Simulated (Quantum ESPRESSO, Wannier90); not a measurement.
## TlBr (rock salt), plane waves to Wannier functions

```xyz
2
Lattice="0.0000 3.3420 3.3420 3.3420 0.0000 3.3420 3.3420 3.3420 0.0000" Properties=species:S:1:pos:R:3 pbc="T T T"
Tl     0.0000     0.0000     0.0000
Br     3.3420     3.3420     3.3420
```

Materials Project entry mp-568560; symmetrised, unrelaxed at this level. Not found in the COD (Crystallography Open Database) copy used, which has the formula in other groups; not checked further. Method: PBEsol plane waves in Quantum ESPRESSO 7.5 (PseudoDojo norm-conserving files, 50 Ry, no spin polarisation, no spin-orbit coupling), Bloch states on a 8×8×8 mesh through Γ, Wannier90 4.0.1. Density: 8×8×8 mesh, cold smearing 0.01 Ry. Spin-orbit coupling is left out although heavy elements are present.

Valence charges of the files: Tl 13, Br 7. 20 bands were computed.

Isolated groups of bands, relative to the valence-band maximum (bands from 11 on overlap up to the last one computed):

```json
[
 {"bands": "1", "from (eV)": "-13.79", "to (eV)": "-13.63", "filling": "filled", "weight on atomic waves": "Br 4s 91 %, Tl 6p 8 %"},
 {"bands": "2–6", "from (eV)": "-9.98", "to (eV)": "-9.84", "filling": "filled", "weight on atomic waves": "Tl 5d 100 %"},
 {"bands": "7", "from (eV)": "-5.17", "to (eV)": "-3.92", "filling": "filled", "weight on atomic waves": "Tl 6s 72 %, Br 4p 23 %"},
 {"bands": "8–10", "from (eV)": "-2.98", "to (eV)": "0.00", "filling": "filled", "weight on atomic waves": "Br 4p 81 %, Tl 6p 10 %, Tl 6s 8 %"}
]
```

Wanted is a model with the orbitals Tl s p, Br s p, without the filled groups that are mainly made of other shells (semicore states, and anion s where it isn't named); all higher bands stay in for disentanglement.

### Question
Give num_wann, exclude_bands and num_bands, and the number of electrons that the model holds.

### Answer
Electrons: 1×13 + 1×7 = 20, which fill 10 bands.
num_wann = 1×4 + 1×4 = 8.
exclude_bands = 2-6, 5 bands, so num_bands = 20 − 5 = 15.
The model holds 20 − 2×5 = 10 electrons. With the window frozen to 3.55 eV it follows pw.x to 2.1 meV rms (states up to 3.1 eV relative to the valence-band maximum).
